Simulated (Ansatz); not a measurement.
CdTe (rock salt, Fm-3m) under volume change, r²SCAN in the plane-wave PAW code Ansatz, scaled uniformly.

```tsv
V (Å³/atom)	E − E(relaxed) (meV/atom)	P (GPa)
25.625	45.5	6.29
26.470	?	?
27.315	?	?
28.159	0.0	0.00
29.004	4.0	-1.47
29.849	15.1	-2.70
30.694	32.1	-3.73
```

Complete the blanks.


- 27.315, E − E(relaxed) (meV/atom): 4.5
- 27.315, P (GPa): 1.75
- 26.470, E − E(relaxed) (meV/atom): 19.0
- 26.470, P (GPa): 3.82

What does a third-order Birch–Murnaghan fit give for V₀, B₀ and B′?

V₀ = 28.16 Å³/atom, B₀ = 53.2 GPa, B′ = 4.8.

This is a known high-pressure phase of the composition, computed here at zero pressure and temperature. The r²SCAN relaxation kept the symmetry of its start; of distortions, only those at the zone centre were tested. Spin–orbit coupling is left out wherever it is not named.

Potentials: the earlier of the program's two PAW sets.
